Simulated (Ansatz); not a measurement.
An Ansatz (a first-principles code) run. Input:

Ansatz 0.2 input:
```yaml
crystal:
  lattice:
    - [0.0, 2.5008856832, 2.5008856832]
    - [2.5008856832, 0.0, 2.5008856832]
    - [2.5008856832, 2.5008856832, 0.0]
  atoms:
    - { symbol: Hf, position: [0.0, 0.0, 0.0] }
    - { symbol: O, position: [0.75, 0.75, 0.75] }
    - { symbol: O, position: [0.25, 0.25, 0.25] }
kpoints:
  mp_grid: { grid: [9, 9, 9] }
hamiltonian:
  xc: lda
  pseudopotentials: { azcp: { folder: ./paw }, kind: paw }
scf:
  occupations: { method: fixed }
phonons:
  method: dfpt
  response_accuracy: low
  qmesh: [3, 3, 3]
  interpolated_qmesh: [19, 19, 19]
  dielectric: true
  rigid_motions: translations
  temperatures: { t_max: 1000, t_step: 50 }
  qpath:
    path:
      - [[0.0, 0.0, 0.0], [0.5, 0.0, 0.5], [0.625, 0.25, 0.625]]  # Γ-X-U
      - [[0.375, 0.375, 0.75], [0.0, 0.0, 0.0], [0.5, 0.5, 0.5], [0.5, 0.25, 0.75], [0.5, 0.0, 0.5]]  # K-Γ-L-W-X
    npoints: 13
```

Output (shortened):

```
WARN phonons: the dynamical matrix that this run interpolates holds no multipole term above the dipole-dipole one, and a site of this crystal is no centre of …
Pseudopotential: Hf, paw, valence charge 26
Pseudopotential: O, paw, valence charge 6
Functional definition: SPW92
Crystal: 3 atoms, lattice volume = 31.283 Å³
Basis set: ecut = 420 eV, 609 PW (Γ), exchange–correlation on 48×48×48 points (8 copies of the dense FFT grid, shifted against one another)
Bands: 23, of which v1, the nominal top of the filled ones, is band 19 counted from 1 (18 counted from 0)
Symmetry: 48 space group operations
k-points: 125 of 729 (irreducible under 4 space group operations, time reversal used)
SCF iter   1: F=—  HF=-16594.311866 eV  |F-HF|=—  |Δ(HF+E_count)|=         —  Δρ=9.06e-2  dr2=1.96e0  ethr=3.10e-3  ⟨swp⟩=4.1  Hψ=9494  notcnv=0  defer=247
preconditioner: auto → none
SCF iter   2: F=—  HF=-16593.723539 eV  |F-HF|=—  |Δ(HF+E_count)|=   5.88e-1  Δρ=3.64e-2  dr2=3.52e-1  ethr=3.10e-3  ⟨swp⟩=2.4  Hψ=6762  notcnv=0  defer=215
SCF iter   3: F=—  HF=-16593.640443 eV  |F-HF|=—  |Δ(HF+E_count)|=   8.31e-2  Δρ=2.58e-2  dr2=1.14e-1  ethr=9.26e-4  ⟨swp⟩=2.0  Hψ=4995  notcnv=0  defer=250
SCF iter   4: F=—  HF=-16593.617666 eV  |F-HF|=—  |Δ(HF+E_count)|=   2.28e-2  Δρ=5.52e-3  dr2=4.62e-3  ethr=3.00e-4  ⟨swp⟩=2.8  Hψ=5663  notcnv=0  defer=250
SCF iter   5: F=—  HF=-16593.619887 eV  |F-HF|=—  |Δ(HF+E_count)|=   2.22e-3  Δρ=2.61e-3  dr2=7.10e-4  ethr=1.22e-5  ⟨swp⟩=2.0  Hψ=5796  notcnv=0  defer=250
SCF iter   6: F=—  HF=-16593.620198 eV  |F-HF|=—  |Δ(HF+E_count)|=   3.11e-4  Δρ=2.36e-4  dr2=5.48e-6  ethr=1.87e-6  ⟨swp⟩=2.0  Hψ=4794  notcnv=0  defer=250
SCF iter   7: F=—  HF=-16593.620199 eV  |F-HF|=—  |Δ(HF+E_count)|=   4.94e-7  Δρ=1.42e-5  dr2=4.07e-8  ethr=1.44e-8  ⟨swp⟩=2.1  Hψ=4949  notcnv=0
SCF iter   8: F=—  HF=-16593.620197 eV  |F-HF|=—  |Δ(HF+E_count)|=   1.29e-6  Δρ=2.18e-6  dr2=6.85e-10  ethr=1.07e-10  ⟨swp⟩=2.3  Hψ=5289  notcnv=0
SCF iter   9: F=-16593.620197 eV  HF=-16593.620197 eV  |F-HF|=6.18e-11  |Δ(HF+E_count)|=  1.02e-10  Δρ=2.52e-7  dr2=2.06e-11  ethr=1.00e-12  ⟨swp⟩=8.5  Hψ=19838  notcnv=0
SCF 1 converged in 9 iterations: F = -16593.620197 eV  dr2 = 2.06e-11
NSCF: frozen V_eff on 6 k-points
DFPT response loops at Γ: preconditioner auto → none (the input reference at scf.mixing.eps_inf says where Resta's filter doesn't serve); β = 0.50 …
NSCF: frozen V_eff on 35 k-points
NSCF: frozen V_eff on 810 k-points
DFPT response loops at q = (0, 0, 0.3333333333333333) (fractional): mixed as the last ones told, above
NSCF: frozen V_eff on 450 k-points
DFPT response loops at q = (0, 0.3333333333333333, 0.3333333333333333) (fractional): mixed as the last ones told, above
NSCF: frozen V_eff on 810 k-points
DFPT response loops at q = (0, 0.3333333333333333, -0.33333333333333337) (fractional): mixed as the last ones told, above
WARN: on the 19×19×19 q-mesh 14 entries of the irreducible table, 4.986e-2 modes per cell, the lowest at -151.80 cm⁻¹, stand at or below zero and are read as …
SCF converged after 9 iterations
Free energy (F): -16593.620197 eV
Harris-Foulkes:  -16593.620197 eV  (|F-HF|=6.18e-11)
Internal energy: -16593.620197 eV  (E = F + TS)
E sigma→0 (E₀):  -16593.620197 eV
Fermi energy:    15.166920 eV
--- Per-component energies (eV) ---
  E_band       = 24.759786
  E_kinetic    = 743.869739
  E_local      = -6872.152495  (includes V_loc(G=0)·N_el)
  E_nonlocal   = 187.376514
  E_hartree    = 3281.548496
  E_xc         = -405.868622
  E_vxc        = -436.993678  (∫ρ·V_xc dr)
  E_paw        = -7761.214846  (= ΣΔE_a)
  E_vpaw       = -160.439346  (= ΣTr[D̂ρ^β])
  E_aug_tail   = 0.001613  (compensation charges beyond the density's cutoff)
  E_ewald      = -5769.831526
  E_core_change = 2.650931  (= ΣΔE_core)
  E_smearing   =  0.000000  (= −TS)
  E_closure    = 0.000000  (closes the sum)
  Σ components = -16593.620197   (vs F -16593.620197, Δ=0.00e0)
  [band-id]    e_kinetic+e_local+e_nonlocal+2·e_hartree+e_vxc+e_vpaw+e_augmentation_tail = 24.759339   (vs E_band 24.759786, Δ=-4.47e-4)
--- Band table (eV; the first three rows and the last of 125) ---
  k-point 0: bands = ["-45.6032", "-14.1489", "-14.1489", "-14.1489", "-3.5860", "-0.4199", "4.4831", "4.4831", "4.4831", "4.5601", "4.5601", "4.5601", "4.8112", "9.4988", "9.4988", "9.4988", "14.5757", "14.5757", "14.5757", "18.9882", "18.9882", "21.1480", "26.0861"]
  k-point 1: bands = ["-45.6011", "-14.2175", "-14.1563", "-14.1563", "-3.3977", "-0.5521", "4.4863", "4.4863", "4.4864", "4.5543", "4.5543", "4.5603", "4.7612", "9.6302", "9.6302", "9.8873", "14.1970", "14.3183", "14.3183", "19.2553", "19.2553", "21.6409", "25.4391"]
  k-point 2: bands = ["-45.5957", "-14.3843", "-14.1748", "-14.1748", "-2.9318", "-0.8381", "4.4933", "4.4933", "4.4975", "4.5420", "4.5420", "4.5606", "4.6693", "9.9642", "9.9642", "10.8112", "13.3834", "13.8198", "13.8198", "19.7109", "19.7109", "22.3252", "24.6978"]
  k-point 124: bands = ["-45.5825", "-14.5554", "-14.4151", "-14.2435", "-1.7253", "-1.3489", "4.5012", "4.5112", "4.5194", "4.5269", "4.5389", "4.5492", "4.5522", "9.9530", "10.5036", "11.6001", "12.5418", "13.7198", "14.2982", "19.6260", "20.4175", "22.8428", "23.1236"]
--- Phonons (Γ-DFPT): 2 representative perturbations + reference, on 125 of 729 k-points (Σ response iterations 7) ---
  ASR residual: 1.580e-4 → 0.000e0 eV/Å²; symmetrization residual: 3.424e-5 eV/Å²
  ASR residual per site (eV/Å²): 1.58e-4 3.29e-5 3.29e-5
  Γ frequencies (cm⁻¹): 0.00 0.00 0.00 248.36 248.36 248.36 596.45 596.45 596.45
  ε∞ (high-frequency dielectric tensor):
        5.396115     0.000000     0.000000
        0.000000     5.396115     0.000000
        0.000000     0.000000     5.396115
  ε⁰ (static dielectric tensor: ions relaxed, cell fixed):
       34.757108     0.000000     0.000000
        0.000000    34.757108     0.000000
        0.000000     0.000000    34.757108
  ε⁰ − ε∞ (ionic part):
       29.360992     0.000000     0.000000
        0.000000    29.360992     0.000000
        0.000000     0.000000    29.360992
  softest optical mode at Γ: 248.36 cm⁻¹; the repairs (sum rule, projections) moved no ω² at Γ by more than (2.41 cm⁻¹)²
  Born effective charges Z* (e; rows j = field, columns β = displacement):
    site 0:
         5.58951    0.00000    0.00000
         0.00000    5.58951    0.00000
         0.00000    0.00000    5.58951
    site 1:
        -2.79476    0.00000    0.00000
         0.00000   -2.79476    0.00000
         0.00000    0.00000   -2.79476
    site 2:
        -2.79476    0.00000    0.00000
         0.00000   -2.79476    0.00000
         0.00000    0.00000   -2.79476
  Z* charge neutrality: 2.387e-5 e pre-enforcement
  k-mesh period / interband length: 31.8 Å / 1.36 Å = 23.40 at k = (0.0000, 0.0000, 0.0000), direct gap 4.412 eV — 14 or more, which is no proof of convergence
  optical modes at Γ without the LO–TO term, one row a degenerate level:
      ω (cm⁻¹)  modes    IR ((D/Å)²/amu)
        248.36      3            79.6936
        596.45      3             0.0000
  optical modes at Γ + LO–TO along q̂ = [1.0000, 0.0000, 0.0000]:
      ω (cm⁻¹)  modes    IR ((D/Å)²/amu)
        248.36      2            53.1290
        596.45      3             0.0000
        630.33      1            26.5645
  optical modes at Γ + LO–TO along q̂ = [0.0000, 1.0000, 0.0000]:
      ω (cm⁻¹)  modes    IR ((D/Å)²/amu)
        248.36      2            53.1290
        596.45      3             0.0000
        630.33      1            26.5645
  optical modes at Γ + LO–TO along q̂ = [0.0000, 0.0000, 1.0000]:
      ω (cm⁻¹)  modes    IR ((D/Å)²/amu)
        248.36      2            53.1290
        596.45      3             0.0000
        630.33      1            26.5645
  non-analytic LO–TO correction: the dipole-dipole term of the run's Born effective charges and high-frequency dielectric tensor (where they are solved with …
--- Phonons (arbitrary-q DFPT): 4 irreducible q on the 3×3×3 mesh ---
  q = [0.0000, 0.0000, 0.0000] (star 1, of the zone-centre solve; hermiticity 3.58e-6, symmetrization 1.06e-6): 0.00 0.00 0.00 248.36 248.36 248.36 596.45 596.45 596.45
  q = [0.0000, 0.0000, 0.3333] (star 8, 2 solved perturbations on 405 of 729 k-point pairs; hermiticity 5.76e-7, symmetrization 2.51e-8): 87.83 87.83 181.90 372.05 372.05 529.46 554.66 554.66 612.25
  q = [0.0000, 0.3333, 0.3333] (star 6, 4 solved perturbations in 720 linear systems a pass and spin channel, the states on 225 of 729 k-point pairs; hermiticity 4.40e-7, symmetrization 2.21e-8): 93.15 93.15 235.48 289.86 289.86 305.61 583.70 583.70 687.67
  q = [0.0000, 0.3333, -0.3333] (star 12, 4 solved perturbations in 1260 linear systems a pass and spin channel, the states on 405 of 729 k-point pairs; hermiticity 1.28e-5, symmetrization 6.42e-6): 98.03 117.54 178.39 209.76 359.76 421.41 527.89 592.04 671.45…
  sum rule: each row above includes the acoustic sum rule's correction from the zone centre's row sums; it moved no ω² by more than (0.75 cm⁻¹)²
  mesh force constants: q→R imaginary residual 1.49e-16; ASR residual 1.580e-4 → 0.000e0 eV/Å²; symmetrization residual 1.776e-14 eV/Å²
  interpolated dispersion: 81 rows × 9 modes
  density of states and harmonic sums: on the 19×19×19 q-mesh, interpolated from the force constants of a 3×3×3 supercell (with the dipole–dipole term)
  largest difference from the sums on the solved wave vectors: F 8.01e-3 eV, S 1.34e-5 and C_V 5.06e-6 eV/K
  zero-point energy: 0.199800 eV/cell   skipped modes (ω ≤ 0): 17, of them read as no rigid motion or as one in doubt …
```

Cost: about 2.3 core-minutes (a rough figure) on shared cores.

Space group Fm-3m (fluorite). This is a known high-temperature phase of the composition, computed here at zero pressure and temperature. Symmetry was held in the LDA relaxation. At this level the phase is dynamically unstable (imaginary phonons). No spin polarisation was allowed. Scalar-relativistic: spin–orbit coupling is off unless named, which matters more the heavier the elements.

Potentials: the earlier of the program's two PAW sets.

Ansatz is a plane-wave DFT program.
